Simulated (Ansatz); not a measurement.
CoAsS:
```xyz
12
Lattice="5.5606 0.0000 0.0000 0.0000 5.5606 0.0000 0.0000 0.0000 5.5606" Properties=species:S:1:pos:R:3 pbc="T T T"
Co     2.8173     2.7433     5.5236
Co     5.5236     2.8173     2.7433
Co     0.0370     0.0370     0.0370
Co     2.7433     5.5236     2.8173
As     3.4490     4.8918     0.6687
As     4.8918     0.6687     3.4490
As     0.6687     3.4490     4.8918
As     2.1116     2.1116     2.1116
S      2.1267     0.6536     4.9070
S      0.6536     4.9070     2.1267
S      4.9070     2.1267     0.6536
S      3.4339     3.4339     3.4339
```

Relaxed with r²SCAN. Special points in fractions of this cell's reciprocal vectors: Γ (0.000, 0.000, 0.000); X (0.000, 0.500, 0.000); M (0.500, 0.500, 0.000); R (0.500, 0.500, 0.500); X1 (0.500, 0.000, 0.000).

List the band energies nearest the valence-band maximum at these points for r²SCAN in the plane-wave PAW code Ansatz.

In eV from the valence-band maximum; about four levels below and three above (degenerate sets whole), none deeper than 8.9 eV; points with the same levels are listed once.

```
k                    below                above
-  -----------------------  -------------------
Γ  -0.79 -0.64 -0.64 -0.64       1.15 1.15 1.15
X  -0.50 -0.50 -0.43 -0.43  1.43 1.43 2.22 2.22
M  -0.31 -0.31 -0.26 -0.26  1.92 1.92 2.00 2.00
R  -0.83 -0.83 -0.83 -0.83  1.28 1.28 1.28 1.28
```

Space group P2_13. The workflow started from a Materials Project entry (that database holds measured and hypothetical structures alike); the Crystallography Open Database copy checked does not list it. COD files the formula under space group No. 4, 29. Whether it is the stable phase at ambient conditions was not checked. The cell was relaxed with r²SCAN under the symmetry of its start; its stability against distortions is not shown here. The run is not spin-polarised. Scalar-relativistic: spin–orbit coupling is off unless named, which matters more the heavier the elements.

Potentials: the later of the program's two PAW sets.
